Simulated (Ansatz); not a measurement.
This cell of ZnSe (zinc blende) is off equilibrium:

```
CELL_PARAMETERS angstrom
      0.00000     2.83273     2.83273
      2.83273     0.00000     2.83273
      2.83273     2.83273     0.00000
ATOMIC_POSITIONS crystal
  Se 0.75000 0.75000 0.75000
  Zn 0.98235 0.98235 0.01765
```

All values below come from r2SCAN (plane waves to 500 eV, PAW, scalar-relativistic; Ansatz, a quantum-chemistry and plane-wave program). k mesh 8×8×8 (Γ-centred), Fermi-Dirac smearing 0.05 eV. E stands for the smeared free energy. Stress and pressure are positive under compression. ZnSe was relaxed with its symmetry unable to fall.

Problem. Predict the force on every atom, in eV/Å.

Solution. 
```json
[
 {"atom": "Se1", "Fx": "0.000", "Fy": "0.000", "Fz": "-0.546"},
 {"atom": "Zn2", "Fx": "0.000", "Fy": "0.000", "Fz": "0.546"}
]
```

Problem. Give the stress tensor in GPa and the pressure.

Solution. 
```
   0.36     1.88     0.00
   1.88     0.36     0.00
   0.00     0.00     0.10
```
The pressure, a third of the trace, is 0.27 GPa.

Problem. In it atom 2 sits (0.000, 0.000, -0.100) Å away from its relaxed site. What is its energy relative to the relaxed cell?

Solution. 27.4 meV/cell.

(A displaced cell: forces are minus the slopes of the energy, force constants its curvatures, and phonons follow from these.)
